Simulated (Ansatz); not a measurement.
An Ansatz (a first-principles code) run. Input:

Ansatz 0.2 input:
```yaml
crystal:
  lattice:
    - [4.1767954679, 0.0, 0.0]
    - [-2.0883977339, 3.6172109816, 0.0]
    - [0.0, 0.0, 6.4916577171]
  atoms:
    - { symbol: Si, position: [0.3333333333, 0.6666666667, 0.2575173829] }
    - { symbol: Si, position: [0.6666666667, 0.3333333333, 0.7424826171] }
    - { symbol: Al, position: [0.3333333333, 0.6666666667, 0.6453223606] }
    - { symbol: Al, position: [0.6666666667, 0.3333333333, 0.3546776394] }
    - { symbol: Y, position: [0.0, 0.0, 0.0] }
kpoints:
  mp_grid: { grid: [11, 11, 7] }
basis: { xc_grid: 2, fft_grid_basis: typed }
hamiltonian:
  xc: pbesol
  pseudopotentials: { kind: paw }
scf:
  occupations: { method: gaussian, width: 0.05 }
checkpoint: { read: metal.run }
output: { write_density: true, elf: true, volumetric_format: npy }
```

Output (shortened):

```
Pseudopotential: Si, paw, valence charge 4
Pseudopotential: Al, paw, valence charge 3
Pseudopotential: Y, paw, valence charge 11
Functional definition: PBEsol
Crystal: 5 atoms, lattice volume = 98.078 Å³
Basis set: ecut = 420 eV, 1911 PW (Γ), exchange–correlation on 60×60×90 points (8 copies of the dense FFT grid, shifted against one another)
Bands: 23, of which v1, the nominal top of the filled ones, is band 13 counted from 1 (12 counted from 0)
Symmetry: 12 space group operations
Space group: P-3m1 (ITA 164), of the structure as read, at distance tolerance 4.6e-5 Å
k-points: 94 of 847
Stability of the state it starts from, as read at its close in the unpolarized treatment …
iter 1 solved again at ethr=3.18e-7 eV; its pass at ethr=3.10e-3 eV (dr2=7.96e-5 eV) is discarded
SCF iter   1: F=—  HF=-6089.174477 eV  |F-HF|=—  |Δ(HF+E_count)|=         —  Δρ=5.07e-7  dr2=1.97e-10  ethr=3.18e-7  ⟨swp⟩=3.1  Hψ=17603  notcnv=0
preconditioner: auto → Kerker (q_TF=auto, 2.172 Å⁻¹)
SCF iter   2: F=-6089.174477 eV  HF=-6089.174477 eV  |F-HF|=3.18e-11  |Δ(HF+E_count)|=   4.46e-8  Δρ=2.75e-7  dr2=5.02e-11  ethr=1.00e-12  ⟨swp⟩=6.7  Hψ=9122  notcnv=0
SCF 1 converged in 2 iterations: F = -6089.174477 eV  dr2 = 5.02e-11
SCF converged after 2 iterations
Free energy (F): -6089.174477 eV
Harris-Foulkes:  -6089.174477 eV  (|F-HF|=3.18e-11)
Internal energy: -6089.172677 eV  (E = F + TS)
E sigma→0 (E₀):  -6089.173577 eV
Entropy (-TS):   -0.001800 eV (-0.360 meV/atom)
Fermi energy:    8.732919 eV
--- Per-component energies (eV) ---
  E_band       = -82.474147
  E_kinetic    = 433.722813
  E_local      = -785.029710  (includes V_loc(G=0)·N_el)
  E_nonlocal   = 124.807647
  E_hartree    = 281.656969
  E_xc         = -361.578003
  E_vxc        = -352.420250  (∫ρ·V_xc dr)
  E_paw        = -4680.969638  (= ΣΔE_a)
  E_vpaw       = -66.868752  (= ΣTr[D̂ρ^β])
  E_aug_tail   = 0.000011  (compensation charges beyond the density's cutoff)
  E_ewald      = -1102.032938
  E_core_change = 0.250172  (= ΣΔE_core)
  E_smearing   = -0.001800  (= −TS)
  E_closure    = 0.000000  (closes the sum)
  Σ components = -6089.174477   (vs F -6089.174477, Δ=0.00e0)
  [band-id]    e_kinetic+e_local+e_nonlocal+2·e_hartree+e_vxc+e_vpaw+e_augmentation_tail = -82.474302   (vs E_band -82.474147, Δ=-1.55e-4)
--- Band table (eV; the first three rows and the last of 94) ---
  k-point 0: bands = ["-33.9416", "-14.0500", "-13.9761", "-13.9761", "-2.4174", "0.2231", "2.9261", "6.2236", "6.2236", "8.1815", "8.4011", "8.4011", "9.2530", "9.2530", "9.3408", "9.4676", "10.2100", "10.2100", "10.6970", "10.6970", "11.6066", "13.9154", "14.2882"]
  k-point 1: bands = ["-33.9416", "-14.0502", "-13.9761", "-13.9761", "-2.3568", "-0.0066", "3.2631", "6.2815", "6.2815", "8.1033", "8.1105", "8.1105", "8.6417", "9.2497", "9.2497", "9.8541", "10.3498", "10.3498", "11.0715", "11.0715", "11.8747", "13.4525", "15.1086"]
  k-point 2: bands = ["-33.9416", "-14.0506", "-13.9760", "-13.9760", "-2.1910", "-0.4654", "4.0536", "6.4533", "6.4533", "7.2980", "7.6129", "7.6129", "8.4548", "9.0861", "9.0861", "9.9334", "10.9356", "10.9356", "11.7466", "11.7466", "12.1953", "13.5561", "14.3696"]
  k-point 93: bands = ["-33.9341", "-14.0792", "-14.0533", "-14.0187", "-0.0148", "0.3766", "2.6636", "2.8744", "4.1739", "5.1192", "6.3638", "6.7456", "9.2745", "9.5450", "10.8650", "11.5034", "12.2082", "12.3276", "12.5997", "13.3315", "13.4410", "14.1808", "14.7846"]
```

Cost: around 9 core-seconds (rough) on shared cores.

The workflow started from an entry of the Crystallography Open Database (COD). Whether it is the stable phase at ambient conditions was not checked. The cell was relaxed with PBEsol under the symmetry of its start; whether a distortion lowers the energy is not shown. No spin polarisation was allowed. Spin–orbit coupling is left out wherever it is not named.

Potentials: the later of the program's two PAW sets.

Ansatz is a plane-wave DFT program.
